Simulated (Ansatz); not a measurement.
InBi:
```
InBi
1.0
    4.86117     0.00000     0.00000
    0.00000     4.86117     0.00000
    0.00000     0.00000     5.35256
In Bi
2 2
Cartesian
  2.43058   2.43058   0.00000
  0.00000   0.00000   0.00000
  2.43058   0.00000   1.89646
  0.00000   2.43058   3.45609
```

Relaxed with r²SCAN.

**Question.** Tabulate the valence density and the electron localisation function along the shortest In–In contact (3.44 Å), r²SCAN in the plane-wave PAW code Ansatz.

**Answer.** 

| distance from In (Å) | density (e/Å³) | ELF |
|---|---|---|
| 0.34 | 8.11 | 0.01 |
| 0.52 | 4.66 | 0.07 |
| 0.69 | 2.21 | 0.21 |
| 0.86 | 0.93 | 0.28 |
| 1.03 | 0.42 | 0.24 |
| 1.20 | 0.24 | 0.22 |
| 1.37 | 0.16 | 0.25 |
| 1.55 | 0.13 | 0.26 |
| 1.72 | 0.12 | 0.25 |
| 1.89 | 0.13 | 0.26 |
| 2.06 | 0.16 | 0.25 |
| 2.23 | 0.24 | 0.22 |
| 2.41 | 0.42 | 0.24 |
| 2.58 | 0.93 | 0.28 |
| 2.75 | 2.21 | 0.21 |
| 2.92 | 4.66 | 0.07 |
| 3.09 | 8.11 | 0.01 |

The density is the valence pseudo-density with augmentation charge, so density and ELF within about 1 Å of a nucleus are not all-electron values.

Space group P4/nmm. The first step of the workflow began from a Materials Project structure, measured or hypothetical; the Crystallography Open Database files this formula in space group No. 129, but the cells were not matched. Its standing as an ambient phase is unchecked. The r²SCAN relaxation kept the symmetry of its start; whether a distortion lowers the energy is not shown. Spin–orbit coupling is left out wherever it is not named.

Potentials: the later of the program's two PAW sets.
